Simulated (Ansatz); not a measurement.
A geometry of Ag away from equilibrium: step 3 of the relaxation of a relaxed Ag cell, doubled along one cell vector, shaken by Gaussian noise of σ = 0.08 Å a coordinate. The numbers are results of PBEsol (plane waves to 420 eV, PAW, scalar-relativistic; Ansatz, an electronic-structure program), not measurements. Γ-centred k-mesh 7×13×9 on the run's cell (coarser than for final values), Fermi–Dirac smearing 0.05 eV.

```
CELL_PARAMETERS angstrom
     -5.14416     5.29933     2.72010
      2.57710    -2.64908     1.36852
      2.54765     2.62465    -1.35894
ATOMIC_POSITIONS crystal
  Ag 0.36023 0.20254 0.49283
  Ag 0.86104 0.22883 0.51595
  Ag 0.01645 0.03705 0.01569
  Ag 0.51470 0.01051 0.99116
```

Problem. What forces act on the atoms (eV/Å)?

Solution. 
```tsv
atom	Fx	Fy	Fz
Ag1	-0.07	-0.01	-0.08
Ag2	0.02	0.01	-0.16
Ag3	0.07	-0.01	0.08
Ag4	-0.02	0.01	0.16
```

Problem. What is the pressure?

Solution. -0.4 GPa, compression positive.

Problem. How far above the relaxed end point is this geometry?

Solution. 0.28 eV/atom; the path ends in I4/mmm (No. 139) at a tolerance of 0.01 Å, Fm-3m (No. 225) at 0.1 Å.

No spin polarisation in the result.

The end of the path is a generated cell of Ag: the first start was made by placing the elements on the sites of a structure type, and the end was not matched to a known phase here, so it may be hypothetical. Known forms of Ag include space group No. 225.
